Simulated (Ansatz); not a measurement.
From a trial cell to the properties of BiS in the WC-type structure

Method: r²SCAN, scalar-relativistic; no spin polarisation; PAW, 500 eV, 10×10×8 k-mesh, Gaussian smearing of 0.05 eV; code Ansatz. The datasets are Ansatz's generated set soft_2.

The cell came from substitution into a structure type; whether the compound takes it is for experiment to say.

Starting cell:

```xyz
2
Lattice="3.8098 0.0000 0.0000 -1.9049 3.2994 0.0000 0.0000 0.0000 3.7182" Properties=species:S:1:pos:R:3 pbc="T T T"
Bi    0.0000    0.0000    0.0000
S     1.9049    1.0998    1.8591
```

The first steps of the search for zero pressure:

| run | level | k-mesh | kind | V (Å³/atom) | P (GPa) | gap on the mesh (eV) |
| --- | --- | --- | --- | --- | --- | --- |
| 1 | PBE, 420 eV | 6×6×6 | cell and atoms relaxed | 24.79 | -0.1 | metal |

(1) At which volume does r²SCAN reach zero pressure?

Answer:

(1) 24.43 Å³/atom, about 4.6 % over the start.

The steps that followed:

| run | level | k-mesh | kind | V (Å³/atom) | P (GPa) | E − E(final) (meV/atom) | gap on the mesh (eV) |
| --- | --- | --- | --- | --- | --- | --- | --- |
| 2 | r²SCAN | 10×10×8 | shape and atoms relaxed, volume fixed | 24.79 | -0.9 | 1.1 | metal |
| 3 | r²SCAN | 10×10×8 | shape and atoms relaxed, volume fixed | 24.64 | -0.5 | 0.4 | metal |
| 4 | r²SCAN | 10×10×8 | shape and atoms relaxed, volume fixed | 24.43 | 0.0 | 0.0 | metal |

Cell and atoms are those of this level's equilibrium.

The final structure (symmetry read at 0.01 Å). Symmetry: P-6m2, No. 187, hexagonal system. The conventional cell has a = 3.716 Å, b = 3.716 Å, c = 4.087 Å, α = 90.00°, β = 90.00°, γ = 120.00°. Bi (site symmetry -6m2) has 6 S at 2.96 Å as nearest neighbours. S (site symmetry -6m2) has 6 Bi at 2.96 Å as nearest neighbours. (Neighbours are counted to 15 % beyond the shortest distance.)

- At the final geometry the gap, band path included, is zero (metallic).
- The equation of state gives B0 = 65 GPa and B0′ = 4.5.
- Against the elements' standard states, run alike and uncorrected, the formation energy is -0.08 eV/atom.
- The runs in the table took roughly 1.2 core-minutes.

**What lies behind the numbers.**

The calculation's cell holds 21 valence electrons, an odd number. Without magnetic order each band takes two, so one stays part-filled and the crystal must be a metal.

These numbers lack spin–orbit coupling. Spin polarisation wasn't tried.
